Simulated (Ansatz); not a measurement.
One crystal and one scan (energy against volume) at two levels, PBE (plane waves to 420 eV, PAW, scalar-relativistic; Ansatz, a program for electronic structure) and r2SCAN (plane waves to 500 eV, PAW, scalar-relativistic; Ansatz), each from its own relaxed cell and on its own mesh. The cell shown is that of PBE.

SrO (rock salt)

```
CELL_PARAMETERS angstrom
      0.00000     2.59750     2.59750
      2.59750     0.00000     2.59750
      2.59750     2.59750     0.00000
ATOMIC_POSITIONS crystal
  O  0.00000 0.00000 0.00000
  Sr 0.50000 0.50000 0.50000
```

E(V) scan at fixed shape, V₀ the volume above. Symmetry pins the atoms to their sites.

E stands for the smeared free energy. SrO was relaxed with its symmetry unable to fall. Percentages come from the unrounded values. Both scans cover V/V₀ from 0.900 to 1.100.

Results of PBE:

| Property | Value |
|---|---|
| Lattice constant a (Å) | 5.195 |
| Pressure at the smallest volume (GPa) | 11.3 |
| Energy cost of the largest compression (meV/atom) | 56.1 |
| Energy cost of the largest expansion (meV/atom) | 38.8 |
| Bulk modulus B₀ (third-order Birch-Murnaghan fit) (GPa) | 84.5 |
| Pressure for 5 % compression (fit) (GPa) | 4.9 |

What does r2SCAN give for the same quantities?


| quantity | r2SCAN | PBE − r2SCAN |
|---|---|---|
| Lattice constant a (Å) | 5.160 | +0.035 (+0.7 %) |
| Pressure at the smallest volume (GPa) | 12.5 | -1.2 (-10 %) |
| Energy cost of the largest compression (meV/atom) | 60.7 | -4.6 (-7.6 %) |
| Energy cost of the largest expansion (meV/atom) | 42.2 | -3.4 (-8.1 %) |
| Bulk modulus B₀ (third-order Birch-Murnaghan fit) (GPa) | 93.6 | -9.1 (-9.7 %) |
| Pressure for 5 % compression (fit) (GPa) | 5.4 | -0.5 (-10 %) |

PBE gives the higher value for: lattice constant a. PBE gives the lower value for: pressure at the smallest volume; energy cost of the largest compression; energy cost of the largest expansion; bulk modulus B₀; pressure for 5 % compression. For the lattice constant a the reference is 5.16 Å (measured, room temperature or unstated; as given in Juan A. Santana, Jaron T. Krogel, Paul R. C. Kent et al., The Journal of Chemical Physics (2016), arXiv:1608.06321): it holds thermal shifts, so no verdict is drawn. For the bulk modulus B₀ the reference is 91 GPa (measured, room temperature or unstated; as given in Juan A. Santana, Jaron T. Krogel, Paul R. C. Kent et al., The Journal of Chemical Physics (2016), arXiv:1608.06321): it holds thermal shifts, so no verdict is drawn.  Neither level is exact: the differences show how much the result hangs on the functional.

(Under strain, the slope of the energy per volume gives the stress and its curvature an elastic modulus.)
